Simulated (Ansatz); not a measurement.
## Phonon dispersion of Te3W

The calculation used DFT PBE, scalar-relativistic, plane waves, PAW (Ansatz). Settings: 420 eV plane-wave cutoff, Γ-centred 8×8×8 mesh, Fermi-Dirac smearing of 0.15 eV. No spin polarisation. Phonons by linear response, acoustic sum rule imposed.

Relaxed structure:
```
Te W
1.0
     5.36939    0.00000    0.00000
     0.00000    5.36939    0.00000
     0.00000    0.00000    5.36939
Te W
3 1
Direct
  0.00000 0.00000 0.50000
  0.00000 0.50000 0.00000
  0.50000 0.00000 0.00000
  0.00000 0.00000 0.00000
```

Its imaginary modes show that this cell, built by swapping an element in a database structure, isn't a minimum of the energy. In a metal, frequencies and elastic constants depend on the k mesh and the smearing, soft modes and shear constants most. Some empty bands missed the eigensolver's threshold. Spin–orbit coupling is left out, which matters for heavy elements.

Force constants from linear response on a 2×2×2 q mesh.

Path: Γ–X–M–Γ–R–X | R–M. Distance along the path (Å⁻¹), then the branches (cm⁻¹, negative for imaginary):
```
0.000  -78 -78 -78 -35 -35 -35 0 0 0 170 170 170
0.146  -76 -76 -76 -35 -31 -31 13 13 30 170 170 170
0.292  -74 -71 -71 -35 -21 -21 31 31 56 168 168 170
0.439  -71 -67 -67 -34 -14 -14 47 47 74 167 167 170
0.585  -70 -66 -66 -34 -11 -11 53 53 80 166 166 171
0.731  -68 -64 -61 -35 13 21 53 56 81 156 166 178
0.878  -63 -61 -52 -36 32 45 54 62 82 143 165 186
1.024  -59 -58 -43 -37 48 54 64 69 84 131 163 190
1.170  -57 -57 -40 -37 54 54 71 71 84 125 162 192
1.377  -60 -59 -46 -36 48 48 61 62 82 136 164 189
1.584  -68 -65 -60 -35 29 33 35 45 68 154 167 181
1.791  -75 -73 -73 -35 -25 -25 17 24 39 166 169 173
1.998  -78 -78 -78 -35 -35 -35 0 0 0 170 170 170
2.251  -73 -73 -69 -35 -20 -20 28 28 44 166 166 176
2.504  -60 -60 -41 -36 30 30 58 58 72 150 150 192
2.758  -44 -44 -36 40 47 47 78 78 83 128 128 206
3.011  -37 -37 -37 56 56 56 84 84 84 114 114 211
3.218  -42 -42 -36 44 48 54 80 81 84 121 126 207
3.425  -54 -53 -36 -27 32 52 63 71 83 136 147 197
3.632  -65 -62 -57 -35 15 34 53 59 81 153 161 184
3.838  -70 -66 -66 -34 -11 -11 53 53 80 166 166 171
3.912  -37 -37 -37 54 56 56 84 84 84 115 116 210
4.058  -42 -42 -37 35 54 54 81 81 84 118 130 207
4.204  -50 -50 -37 -22 53 53 76 76 84 122 147 200
4.350  -56 -56 -38 -37 54 54 72 72 84 125 160 193
```

Whether Te3W exists in this form wasn't checked.

Cost: 1 run of about 20 core-minutes, on AMD EPYC 7R43 (Zen 3) (shared hosts).